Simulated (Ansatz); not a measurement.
Relaxed-ion elastic tensor of NaF (rock salt, Fm-3m) in GPa (Voigt order), the program Ansatz at the PBEsol level (PAW); density 2.81 g/cm³, 12.40 Å³ per atom.

```
 101  22.2  22.2   0.0   0.0   0.0
22.2   101  22.2   0.0   0.0   0.0
22.2  22.2   101   0.0   0.0   0.0
 0.0   0.0   0.0  27.2   0.0   0.0
 0.0   0.0   0.0   0.0  27.2   0.0
 0.0   0.0   0.0   0.0   0.0  27.2
```

Q: Is the crystal mechanically stable?

A: Yes: the smallest eigenvalue of C is 27.2 GPa.

Q: Work out the Voigt, Reuss and Hill averages.

A: K_V = 48.5, K_R = 48.5, K_H = 48.5; G_V = 32.2, G_R = 31.1, G_H = 31.6 GPa.

Q: Give Young's modulus, Poisson's ratio, Pugh's ratio and the universal anisotropy index.

A: E = 9KG/(3K + G) = 78.0 GPa; ν = 0.23; K/G = 1.53 (brittle by the Pugh limit of 1.75); A_U = 5G_V/G_R + K_V/K_R − 6 = 0.17.

Q: Estimate the sound speeds and the Debye temperature.

A: v_l = √((K + 4G/3)/ρ) = 5680 m/s, v_t = √(G/ρ) = 3350 m/s, mean 3720 m/s; Θ = (h/k)(3n/4πV)^(1/3) v_m = 478 K.

Q: Give the Zener ratio and Young's modulus along [100], [110] and [111].

A: A = 2C44/(C11 − C12) = 0.69; 1/E = S11 − 2(S11 − S12 − S44/2)Γ with Γ = 0, 1/4, 1/3 gives 93.3, 73.7, 68.9 GPa.

Q: Solve the Christoffel equation for the three sound speeds along [100], [110], [111].

A: Eigenvalues of C_ijkl n_j n_l equal ρv². In km/s, slowest first: [100] 3.11, 3.11, 6.00; [110] 3.11, 3.75, 5.63; [111] 3.55, 3.55, 5.49.

Symmetry was held in the PBEsol relaxation; of distortions, only those at the zone centre were tested.

Potentials: the later of the program's two PAW sets.
